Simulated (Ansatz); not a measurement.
Relaxed polymorphs of MgO. Computed with r2SCAN (plane waves to 500 eV, PAW, scalar-relativistic; Ansatz, an electronic-structure program). One row is withheld; estimate it from its structure type, its coordination and the trend of the others.

| structure | coordination | E − E(first row) (eV/atom) | V (Å³/atom) | gap (eV, no SOC) |
|---|---|---|---|---|
| Fm-3m, cF8, rock salt type | O 6 (octahedral), Mg 6 (octahedral) | 0.000 | 9.29 | 5.68 |
| R-3m, hR6 | – | 0.955 | 12.35 | 0.99 |
| Cccm, oS8 | – | 0.440 | 10.78 | 3.02 |
| P6₃mc, hP8, AFLOW prototype AB_hP8_186_ab_ab (B5, as in SiC) | – | 0.135 | 11.86 | 4.31 |
| P6₃mc, hP12, AFLOW prototype AB_hP12_186_a2b_a2b (B6, as in SiC) | – | … | … | … |
| P6₃mc, hP4, wurtzite type | Mg 4 (tetrahedral), O 4 (tetrahedral) | 0.114 | 11.79 | 4.22 |
| P6₃/mmc, hP4 | – | 0.062 | 11.00 | 4.09 |
| P6₃/mmc, hP4, NiAs type | Mg 6 (octahedral), O 6 (trigonal prismatic) | 0.159 | 9.42 | 5.34 |

Problem. Complete the blanks.

Solution. 
- P6₃mc, hP12, AFLOW prototype AB_hP12_186_a2b_a2b (B6, as in SiC), E − E(first row) (eV/atom): 0.141
- P6₃mc, hP12, AFLOW prototype AB_hP12_186_a2b_a2b (B6, as in SiC), V (Å³/atom): 11.87
- P6₃mc, hP12, AFLOW prototype AB_hP12_186_a2b_a2b (B6, as in SiC), gap (eV, no SOC): 4.32

The withheld cell: P6₃mc (No. 186), hP12, AFLOW prototype AB_hP12_186_a2b_a2b (B6, as in SiC); a = b = 3.2395 Å, c = 15.6766 Å, α = β = 90.00°, γ = 120.00°; Mg 2a (0.000, 0.000, 0.500); Mg 2b (0.333, 0.667, 0.334); Mg 2b (0.667, 0.333, 0.167); O 2a (0.000, 0.000, 0.374); O 2b (0.333, 0.667, 0.208); O 2b (0.667, 0.333, 0.040). Coordination numbers (neighbours up to the widest gap in distance over summed covalent radii, below 1.35; n+m marks a second, longer set; metal–metal contacts left out).

1 run with a doubtful electronic state, a coarser numerical grid, an end not at rest or a source that can't be used is left out. 4 generated cells of layers, chains or molecules, poorly bound without dispersion, are left out. Each run could gain symmetry but not lose that of its start, so entries can be saddle points. From databases, or of a type measured for this composition: Fm-3m, cF8, rock salt type; the others are generated cells (placed on structure types, drawn at random, substituted or restacked) that were not matched to a known phase here. Static energies at zero pressure. No spin polarisation in the result. Gaps of cells over 8 atoms come from the SCF mesh and high-symmetry points alone.
